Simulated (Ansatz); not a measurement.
**K: do energies and stresses tell the same story?**

Theory: DFT PBEsol, scalar-relativistic, plane waves, PAW (Ansatz 0.2.0).

Cutoff 420 eV; k points 6×6×4 on the computed 5-atom cell (Γ-centred); Gaussian smearing, width 0.10 eV; no spin polarisation.

Relaxed cell: Cmmm, a = 8.518 Å, b = 8.530 Å, c = 11.145 Å, α = 90.00°, β = 90.00°, γ = 90.00°, 5 atoms in the primitive cell. This form isn't the element's structure at ambient conditions.

Energies at zero smearing and pressures from the stress tensor, at volumes with shape and atoms relaxed:
```
V (Å³/atom) E − E(first) (meV/atom) P (GPa)
     71.263                     0.00    0.435
     73.692                    -5.48    0.302
     76.122                    -9.07    0.186
     78.551                   -11.04    0.086
     80.981                   -11.60   -0.001
     83.410                   -10.94   -0.077
     85.839                    -9.20   -0.143
     89.079                    -5.46   -0.218
```

Check P = −dE/dV between neighbouring volumes, and get the bulk modulus from the pressures alone.

With 1 eV/Å³ = 160.2 GPa:
```json
{"middle V (Å³/atom)": "72.478", "−ΔE/ΔV (GPa)": "0.361", "mean P (GPa)": "0.369"}
{"middle V (Å³/atom)": "74.907", "−ΔE/ΔV (GPa)": "0.237", "mean P (GPa)": "0.244"}
{"middle V (Å³/atom)": "77.337", "−ΔE/ΔV (GPa)": "0.130", "mean P (GPa)": "0.136"}
{"middle V (Å³/atom)": "79.766", "−ΔE/ΔV (GPa)": "0.037", "mean P (GPa)": "0.042"}
{"middle V (Å³/atom)": "82.195", "−ΔE/ΔV (GPa)": "-0.044", "mean P (GPa)": "-0.039"}
{"middle V (Å³/atom)": "84.625", "−ΔE/ΔV (GPa)": "-0.114", "mean P (GPa)": "-0.110"}
{"middle V (Å³/atom)": "87.459", "−ΔE/ΔV (GPa)": "-0.185", "mean P (GPa)": "-0.181"}
```

The two differ by 0.007 GPa at most. The mean of two end pressures misses the average over a step by about ΔV² P″/12, up to 0.002 GPa here; with that taken off 0.006 GPa remains. The stress is the derivative of the free energy, not of the energy at zero smearing, and with free energies 0.00 GPa remains. Around V = 80.981 Å³/atom, the two neighbours give B = −V ΔP/ΔV = 80.981 × 0.163 / 4.859 = 2.7 GPa, against B0 = 2.7 GPa from the Birch–Murnaghan fit of the energies.